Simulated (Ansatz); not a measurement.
# Thickness series of a surface: hcp Hf (10-10)

All-electron LAPW in Ansatz 0.2.0 under PBEsol, scalar-relativistic, energies extrapolated to zero smearing, no spin–orbit coupling, no spin polarisation. The 1×1 slabs (area 15.79 Å²) are cut from the bulk relaxed on PAW files, and their atoms are relaxed; γ counts from the bulk energy, Δd12 is the change of the outer spacing. No reconstruction is allowed, and meshes differ a little between slabs.

```
planes  γ (J/m²)  Φ (eV)  Δd12 (%)
     2     2.327    4.27     -17.4
     4     2.048       ?      -9.7
     6     2.015       ?      -4.2
```

**Question.** Give the missing entry: row "6", column "Φ (eV)".

**Answer.** 3.95.

**Question.** Give the missing entry: row "4", column "Φ (eV)".

**Answer.** 4.08.

**Question.** How far have the values settled with thickness?

**Answer.** Between 4 and 6 planes γ moves by -1.6 % and Φ by -0.12 eV. Thin films carry quantum-size oscillations, so two neighbours that agree don't prove convergence.
